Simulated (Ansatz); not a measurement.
TiAl (L1₀ or tetragonal B2, P4/mmm) under volume change, PBEsol (plane waves, PAW; program Ansatz), shape and atoms relaxed at each volume.

```json
[
 {"V (Å³/atom)": "14.351", "E − E(relaxed) (meV/atom)": "56.0", "P (GPa)": "13.64"},
 {"V (Å³/atom)": "14.824", "E − E(relaxed) (meV/atom)": "23.6", "P (GPa)": "8.41"},
 {"V (Å³/atom)": "15.298", "E − E(relaxed) (meV/atom)": "…", "P (GPa)": "…"},
 {"V (Å³/atom)": "15.771", "E − E(relaxed) (meV/atom)": "0.0", "P (GPa)": "0.00"},
 {"V (Å³/atom)": "16.244", "E − E(relaxed) (meV/atom)": "…", "P (GPa)": "…"},
 {"V (Å³/atom)": "16.717", "E − E(relaxed) (meV/atom)": "19.4", "P (GPa)": "-6.26"},
 {"V (Å³/atom)": "17.190", "E − E(relaxed) (meV/atom)": "41.7", "P (GPa)": "-8.77"}
]
```

Complete the blanks.


- 15.298, E − E(relaxed) (meV/atom): 5.6
- 15.298, P (GPa): 3.89
- 16.244, E − E(relaxed) (meV/atom): 5.1
- 16.244, P (GPa): -3.36

What does a third-order Birch–Murnaghan fit give for V₀, B₀ and B′?

V₀ = 15.77 Å³/atom, B₀ = 120 GPa, B′ = 3.9.

The cell was relaxed with PBEsol under the symmetry of its start. The run is not spin-polarised.

Potentials: the earlier of the program's two PAW sets. The files were generated under PBE; for other functionals the program regenerates the frozen cores, and for LDA and PBEsol the local potential too.
